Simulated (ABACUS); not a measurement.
Set-up for a self-consistent single point of SnTe (Fm-3m, 8 atoms in the cell; from Materials Project mp-1883, changed as shown).

```
CELL_PARAMETERS angstrom
      6.49906     0.00000     0.00000
      0.00000     6.49906     0.00000
      0.00000     0.00000     6.49906
ATOMIC_POSITIONS crystal
  Sn 0.00000 0.00000 0.00000
  Sn 0.00000 0.50000 0.50000
  Sn 0.50000 0.00000 0.50000
  Sn 0.50000 0.50000 0.00000
  Te 0.50000 0.00000 0.00000
  Te 0.50000 0.50000 0.50000
  Te 0.00000 0.00000 0.50000
  Te 0.00000 0.50000 0.00000
```

Computed with PBEsol, numerical atomic orbitals SZP (confined pseudo-atomic orbitals with Gaussian additions; energy shift 0.01 Ry), PseudoDojo 0.4 standard norm-conserving PBEsol (tails mended) pseudopotentials (ABACUS).

ABACUS settings:

```
setting                                                                  value
---------------  -------------------------------------------------------------
basis                      SZP numerical atomic orbitals, energy shift 0.01 Ry
KPT                                                          Gamma 4 4 4 0 0 0
basis_type                                                                lcao
ecutwfc                                                                 100 Ry
smearing_method                                                             fd
smearing_sigma                                                   0.00734986 Ry
potentials       PseudoDojo 0.4 standard norm-conserving PBEsol (tails mended)
symmetry                                                                     1
symmetry_prec                                                            1e-05
ks_solver                                                              genelpa
scf_nmax                                                                   100
scf_thr                                                                1.0e-07
mixing_type                                                              pulay
mixing_beta                                                                0.4
```

Results:

```
Quantity                                                  Result
------------------------------------------------  --------------
Number of valence electrons                                  120
Number of bands                                               73
Number of k-points after the program's reduction              10
Size of the basis                                            168
Number of SCF iterations                                      10
Free energy E − TS                                -19947.4413 eV
Pressure                                               -4.79 GPa
```

Stress (GPa, positive for compression):
```
-4.79   0.00   0.00
 0.00  -4.79   0.00
 0.00   0.00  -4.79
```

For comparison: a first run was changed to give this one (lattice scaled by 1.02), and from it to this one the free energy rises by 44.7 meV/atom and the pressure goes from -2.32 to -4.79 GPa.

Spin-orbit coupling is left out, which matters for bands and gaps with elements this heavy. The atom-centred basis is finite, which shifts total energies and pressures against plane waves. A single-zeta basis is rough, for pressures and forces above all. The structure comes from a collection of computed structures, made at another level of theory; the collection holds predicted forms beside known ones. No clean gap shows at this smearing width and mesh (spacing up to 0.24 Å⁻¹); the mesh is coarse for partly filled bands, so the values carry mesh errors. Semi-local functionals can close small gaps.

Cost on one core: around 30 core-seconds (rough).

The atomic orbitals were generated for these runs; they are not ABACUS's published sets and were checked against plane waves on a few crystals only.

“Tails mended”: in these copies of the files the far tail of each local potential was reset to the Coulomb form.
